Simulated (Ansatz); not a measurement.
An Ansatz (a quantum-chemistry and plane-wave program) run. Input:

Ansatz 0.2 input:
```yaml
crystal:
  lattice:
    - [5.4603845048, 0.0, 0.0]
    - [-2.7301922524, 4.7288316956, 0.0]
    - [0.0, 0.0, 6.4699706829]
  atoms:
    - { symbol: In, position: [0.0, 0.0, 0.0] }
    - { symbol: In, position: [0.0, 0.0, 0.5] }
    - { symbol: In, position: [0.6666666667, 0.3333333333, 0.25] }
    - { symbol: In, position: [0.3333333333, 0.6666666667, 0.75] }
    - { symbol: Bi, position: [0.6666666667, 0.3333333333, 0.75] }
    - { symbol: Bi, position: [0.3333333333, 0.6666666667, 0.25] }
kpoints:
  mp_grid: { grid: [7, 7, 5] }
  band_path:
    path:
      - [[0.0, 0.0, 0.0], [0.5, 0.0, 0.0], [0.3333333333, 0.3333333333, 0.0], [0.0, 0.0, 0.0], [0.0, 0.0, 0.5], [0.5, 0.0, 0.5], [0.3333333333, 0.3333333333, 0.5], [0.0, 0.0, 0.5]]  # Γ-M-K-Γ-A-L-H-A
      - [[0.5, 0.0, 0.5], [0.5, 0.0, 0.0]]  # L-M
      - [[0.3333333333, 0.3333333333, 0.5], [0.3333333333, 0.3333333333, 0.0]]  # H-K
    npoints: 8
basis: { xc_grid: 2 }
hamiltonian:
  xc: pbesol
  pseudopotentials: { kind: paw }
magnetization: { noncollinear: true, spin_orbit: true }
scf:
  n_extra_bands: 12
  convergence: { dr2_threshold: 0.0000000001 }
  occupations: { method: gaussian, width: 0.05 }
output: { eigenvalues: true }
```

Output (shortened):

```
Pseudopotential: In, paw_fr, valence charge 13
Pseudopotential: Bi, paw_fr, valence charge 15
Functional definition: PBEsol
non-collinear run that drives no moment, with spin-orbit …
Crystal: 6 atoms, lattice volume = 167.063 Å³
Basis set: ecut = 420 eV, 3303 PW (Γ), exchange–correlation on 80×80×90 points (8 copies of the dense FFT grid, shifted against one another)
Bands: 94, of which v1, the nominal top of the filled ones, is band 82 counted from 1 (81 counted from 0)
Symmetry: 24 space group operations + 24 with time reversal
k-points: 24 of 245
Projection manifold: j_resolved (fully-relativistic pseudo-atomic orbitals)
SCF iter   1: F=—  HF=-46675.087009 eV  |F-HF|=—  |Δ(HF+E_count)|=         —  Δρ=1.30e-2  dr2=4.29e-1  dr2_m=0.00e0 (ungated)  ethr=3.10e-3  |M|=0.00e0 ∫|m|=0.00e0 μB  |m|>n=0.0e0 m-floor=0.0e0 τ_xc=0.0e0  β_m=0.30  ⟨swp⟩=6.7  Hψ=5719  notcnv=0
preconditioner: auto → Kerker (q_TF=auto, 2.423 Å⁻¹)
spin=Noncollinear: Kerker preconditioning applied to the charge; magnetization (m_x, m_y, m_z) channels mix plain (no charge-response kernel on spin).
SCF iter   2: F=—  HF=-46675.003587 eV  |F-HF|=—  |Δ(HF+E_count)|=   8.34e-2  Δρ=9.66e-3  dr2=2.31e-1  dr2_m=0.00e0 (ungated)  ethr=5.23e-4  |M|=0.00e0 ∫|m|=0.00e0 μB  |m|>n=0.0e0 m-floor=0.0e0 τ_xc=0.0e0  β_m=0.65  ⟨swp⟩=1.8  Hψ=1367  notcnv=0  defer=90
SCF iter   3: F=—  HF=-46674.924091 eV  |F-HF|=—  |Δ(HF+E_count)|=   7.95e-2  Δρ=1.93e-3  dr2=6.97e-3  dr2_m=0.00e0 (ungated)  ethr=2.82e-4  |M|=0.00e0 ∫|m|=0.00e0 μB  |m|>n=0.0e0 m-floor=0.0e0 τ_xc=0.0e0  β_m=0.78  ⟨swp⟩=2.7  Hψ=2176  notcnv=0  defer=110
SCF iter   4: F=—  HF=-46674.922451 eV  |F-HF|=—  |Δ(HF+E_count)|=   1.64e-3  Δρ=3.70e-4  dr2=2.44e-4  dr2_m=0.00e0 (ungated)  ethr=8.51e-6  |M|=0.00e0 ∫|m|=0.00e0 μB  |m|>n=0.0e0 m-floor=0.0e0 τ_xc=0.0e0  β_m=0.89  ⟨swp⟩=2.5  Hψ=2001  notcnv=0  defer=110
SCF iter   5: F=—  HF=-46674.922417 eV  |F-HF|=—  |Δ(HF+E_count)|=   3.32e-5  Δρ=7.81e-5  dr2=1.30e-5  dr2_m=0.00e0 (ungated)  ethr=2.98e-7  |M|=0.00e0 ∫|m|=0.00e0 μB  |m|>n=0.0e0 m-floor=0.0e0 τ_xc=0.0e0  β_m=0.94  ⟨swp⟩=2.4  Hψ=2057  notcnv=0  defer=110
SCF iter   6: F=—  HF=-46674.922423 eV  |F-HF|=—  |Δ(HF+E_count)|=   5.10e-6  Δρ=1.89e-5  dr2=1.04e-6  dr2_m=0.00e0 (ungated)  ethr=1.59e-8  |M|=0.00e0 ∫|m|=0.00e0 μB  |m|>n=0.0e0 m-floor=0.0e0 τ_xc=0.0e0  β_m=0.97  ⟨swp⟩=2.0  Hψ=1343  notcnv=0  defer=110
SCF iter   7: F=—  HF=-46674.922513 eV  |F-HF|=—  |Δ(HF+E_count)|=   9.03e-5  Δρ=5.90e-6  dr2=8.11e-8  dr2_m=0.00e0 (ungated)  ethr=1.27e-9  |M|=0.00e0 ∫|m|=0.00e0 μB  |m|>n=0.0e0 m-floor=0.0e0 τ_xc=0.0e0  β_m=0.93  ⟨swp⟩=2.0  Hψ=1851  notcnv=0  defer=110
SCF iter   8: F=—  HF=-46674.922513 eV  |F-HF|=—  |Δ(HF+E_count)|=   2.54e-8  Δρ=2.05e-6  dr2=1.05e-8  dr2_m=0.00e0 (ungated)  ethr=9.89e-11  |M|=0.00e0 ∫|m|=0.00e0 μB  |m|>n=0.0e0 m-floor=0.0e0 τ_xc=0.0e0  β_m=0.97  ⟨swp⟩=2.0  Hψ=1827  notcnv=0  defer=110
SCF iter  10: F=-46674.922513 eV  HF=-46674.922513 eV  |F-HF|=0.00e0  |Δ(HF+E_count)|=  1.31e-10  Δρ=1.07e-7  dr2=2.00e-11  dr2_m=0.00e0 (ungated)  ethr=1.00e-12  |M|=0.00e0 ∫|m|=0.00e0 μB  |m|>n=0.0e0 m-floor=0.0e0 τ_xc=0.0e0  ⟨swp⟩=8.9  Hψ=3715  notcnv=0
SCF 1 converged in 10 iterations: F = -46674.922513 eV  dr2 = 2.00e-11
NSCF: frozen V_eff on 75 k-points
SCF converged after 10 iterations
Magnetization: |M| = 0.0000 μB,  M = (+0.0000, +0.0000, +0.0000) μB
Absolute magnetization: 0.0000 μB (∫|m|)
  site 0: m = (+0.0000, +0.0000, +0.0000) μB, |m| = 0.0000 μB  (R = 1.33 Å)
  site 1: m = (+0.0000, +0.0000, +0.0000) μB, |m| = 0.0000 μB  (R = 1.33 Å)
  site 2: m = (+0.0000, +0.0000, +0.0000) μB, |m| = 0.0000 μB  (R = 1.30 Å)
  site 3: m = (+0.0000, +0.0000, +0.0000) μB, |m| = 0.0000 μB  (R = 1.30 Å)
  site 4: m = (+0.0000, +0.0000, +0.0000) μB, |m| = 0.0000 μB  (R = 1.30 Å)
  site 5: m = (+0.0000, +0.0000, +0.0000) μB, |m| = 0.0000 μB  (R = 1.30 Å)
Free energy (F): -46674.922513 eV
Harris-Foulkes:  -46674.922513 eV  (|F-HF|=0.00e0)
Internal energy: -46674.912916 eV  (E = F + TS)
E sigma→0 (E₀):  -46674.917714 eV
Entropy (-TS):   -0.009597 eV (-1.600 meV/atom)
Fermi energy:    10.558982 eV
--- Per-component energies (eV) ---
  E_band       = -261.230819
  E_kinetic    = 1575.844259
  E_local      = -7145.499092  (includes V_loc(G=0)·N_el)
  E_nonlocal   = 2594.685240
  E_hartree    = 2587.556278
  E_xc         = -1159.242052
  E_vxc        = -692.342888  (∫ρ·V_xc dr)
  E_paw        = -37434.908154  (= ΣΔE_a)
  E_vpaw       = -1769.030123  (= ΣTr[D̂ρ^β])
  E_aug_tail   = -0.000702  (compensation charges beyond the density's cutoff)
  E_ewald      = -7694.509197
  E_core_change = 1.160504  (= ΣΔE_core)
  E_smearing   = -0.009597  (= −TS)
  E_closure    = 0.000000  (closes the sum)
  Σ components = -46674.922513   (vs F -46674.922513, Δ=0.00e0)
  [band-id]    e_kinetic+e_local+e_nonlocal+2·e_hartree+e_vxc+e_vpaw+e_augmentation_tail = -261.230749   (vs E_band -261.230819, Δ=7.02e-5)
--- Band table (eV; the first three rows and the last of 24) ---
  k-point 0: bands = ["-13.5351", "-13.5351", "-13.5332", "-13.5332", "-13.5210", "-13.5210", "-13.5171", "-13.5171", "-10.5529", "-10.5529", "-10.5523", "-10.5523", "-10.5372", "-10.5372", "-10.5363", "-10.5363", "-10.5336", "-10.5336", "-10.5243", …
  k-point 1: bands = ["-13.5349", "-13.5349", "-13.5334", "-13.5334", "-13.5204", "-13.5204", "-13.5172", "-13.5172", "-10.5531", "-10.5531", "-10.5526", "-10.5526", "-10.5358", "-10.5358", "-10.5350", "-10.5350", "-10.5329", "-10.5329", "-10.5253", …
  k-point 2: bands = ["-13.5344", "-13.5344", "-13.5339", "-13.5339", "-13.5190", "-13.5190", "-13.5178", "-13.5178", "-10.5532", "-10.5532", "-10.5531", "-10.5531", "-10.5333", "-10.5333", "-10.5322", "-10.5322", "-10.5319", "-10.5319", "-10.5282", …
  k-point 23: bands = ["-13.5346", "-13.5346", "-13.5343", "-13.5343", "-13.5183", "-13.5183", "-13.5180", "-13.5180", "-10.5541", "-10.5541", "-10.5530", "-10.5530", "-10.5349", "-10.5349", "-10.5324", "-10.5324", "-10.5304", "-10.5304", "-10.5281", …
```

Cost: roughly 3 core-minutes on shared cores.

Space group P6_3/mmc. The first step of the workflow began from a Materials Project structure, measured or hypothetical; the Crystallography Open Database files this formula in space group No. 194, but the cells were not matched. Whether it is the stable phase at ambient conditions was not checked. Symmetry was held in the PBEsol relaxation; of distortions, only those at the zone centre were tested.

Potentials: the later of the program's two PAW sets.

Ansatz is a plane-wave DFT program.
